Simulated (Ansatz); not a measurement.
Ansatz run, SrTl₂Co₂

The input, for Ansatz 0.2.0 (plane waves, PAW):

```yaml
crystal:
  lattice:
    - [0.0, 4.100523, 0.0]
    - [4.100523, 0.0, 0.0]
    - [2.050261, 2.050261, -6.273995]
  atoms:
    - { symbol: Tl, position: [0.3525, 0.3525, 0.295] }
    - { symbol: Tl, position: [0.6475, 0.6475, 0.705] }
    - { symbol: Sr, position: [0.0, 0.0, 0.0] }
    - { symbol: Co, position: [0.75, 0.25, 0.5] }
    - { symbol: Co, position: [0.25, 0.75, 0.5] }
  symmetry: { tolerance: 0.0003 }
kpoints:
  mp_grid: { grid: [9, 9, 9], shift: [0, 0, 0] }
  band_path:
    path:
      - [0.0, 0.0, 0.0]
      - [0.5, 0.5, 0.5]
      - [0.5, 0.5, 0.25]
      - [0.0, 0.5, 0.0]
      - [0.0, 0.0, 0.0]
      - [0.0, 0.0, -0.5]
      - [0.0, 0.44660505, -0.27669747]
      - [0.0, 0.55339495, 0.27669747]
      - [0.0, 0.0, 0.0]
      - [0.5, 0.5, 0.5]
      - [0.44660505, 0.55339495, 0.5]
    npoints: 6
magnetization:
  spin_polarized: false
scf:
  occupations: { method: cold, width: 0.2331 }
  lower_state_search: "off"
  max_iter: 200
hamiltonian:
  pseudopotentials: { kind: paw }
  xc: r2scan
basis:
  ecutwfc: 500
  fft_grid_basis: typed
output:
  forces: true
  stress: true
  eigenvalues: true
  bader: true
  populations: true
  elf: true
  write_potential: true
  volumetric_format: npy
  dos:
    e_range: [-12, 8]
    de: 0.05
    projected: { site_lists: { Co: [Co], Sr: [Sr], Tl: [Tl] } }
checkpoint:
  read: saved_state
```

The run starts from an earlier solution of this cell. 

Parts of the output:

```
SCF iter   1: F=—  Δρ=3.63e-3  dr2=3.82e-3  dr2_τ=3.13e-2
SCF iter   2: F=—  S|Δr|=    0.00e0  Δρ=5.76e-3  dr2=3.06e-2  dr2_τ=8.02e-4  recentre
SCF iter   3: F=—  S|Δr|=    0.00e0  Δρ=2.49e-3  dr2=3.06e-3  dr2_τ=1.10e-3
SCF iter   4: F=—  S|Δr|=    0.00e0  Δρ=2.16e-3  dr2=2.59e-3  dr2_τ=3.15e-4
SCF iter   5: F=—  S|Δr|=    0.00e0  Δρ=2.96e-3  dr2=6.85e-3  dr2_τ=1.87e-4  recentre
SCF iter   6: F=—  S|Δr|=    0.00e0  Δρ=8.03e-4  dr2=4.34e-4  dr2_τ=3.08e-5
SCF iter   7: F=—  S|Δr|=    0.00e0  Δρ=4.79e-4  dr2=2.04e-4  dr2_τ=3.51e-6
SCF iter   8: F=—  S|Δr|=    0.00e0  Δρ=9.25e-5  dr2=7.05e-6  dr2_τ=1.34e-7
SCF iter   9: F=—  S|Δr|=    0.00e0  Δρ=1.08e-4  dr2=1.09e-5  dr2_τ=1.17e-7
SCF iter  10: F=—  S|Δr|=    0.00e0  Δρ=1.37e-5  dr2=1.81e-7  dr2_τ=3.41e-9
SCF iter  11: F=-36732.7041 eV  S|Δr|=    0.00e0  Δρ=9.56e-7  dr2=8.90e-10  dr2_τ=3.87e-11
Free energy (F): -36732.7041 eV
Harris-Foulkes:  -36732.7041 eV  (|F-HF|=1.31e-10)
Internal energy: -36732.8022 eV  (E = F + TS)
E sigma→0 (E₀):  -36732.7368 eV
Entropy (-TS):   0.0980 eV (19.608 meV/atom)
Fermi energy:    12.0987 eV
--- Per-component energies (eV) ---
  E_band       = -734.0974
  E_kinetic    = 1839.1406
  E_local      = -11976.5178  (includes V_loc(G=0)·N_el)
  E_nonlocal   = 1767.8712
  E_hartree    = 5087.1718
  E_xc         = -915.1692
  E_vxc        = -950.7798  (∫ρ·V_xc dr)
  E_paw        = -26166.7991  (= ΣΔE_a)
  E_vpaw       = -1651.2703  (= ΣTr[D̂ρ^β])
  E_aug_tail   = 0.0000  (compensation charges beyond the density's cutoff)
  E_vtau       = 63.1180  (kinetic-family band-sum trace: ∫τ·v_τ [+ j·A + Jᵃ·Aᵃ] dr)
  E_ewald      = -6369.8426
  E_core_change = 1.3431  (= ΣΔE_core)
  E_smearing   = 0.0980  (= −TS)
--- Forces (eV/Å), atoms counted from 1 ---
  atom   1  Tl     0.0000     0.0000     2.2861
  atom   2  Tl     0.0000     0.0000    -2.2861
  atom   3  Sr     0.0000     0.0000     0.0000
  atom   4  Co     0.0000     0.0000     0.0000
  atom   5  Co     0.0000     0.0000     0.0000
--- Stress (GPa, compression-positive) ---
       11.8223       0.0000       0.0000
        0.0000      11.8223       0.0000
        0.0000       0.0000       4.9436
  P = ⅓ Tr σ = 9.5294 GPa (95.294 kbar)
--- Löwdin populations: 5 sites ---
  site symbol       q [e]
     0     Tl     14.0490
     1     Tl     14.0490
     2     Sr      8.2583
     3     Co     16.5789
     4     Co     16.5789
  spilling = 0.0069 (of n_electrons = 70.0000)
```

Origin: a known structure type with other elements, at an estimated volume, so it need not be a known compound. Caveats: no spin polarisation, so a magnetic state may lie lower; atoms or cell far from equilibrium; wide smearing.
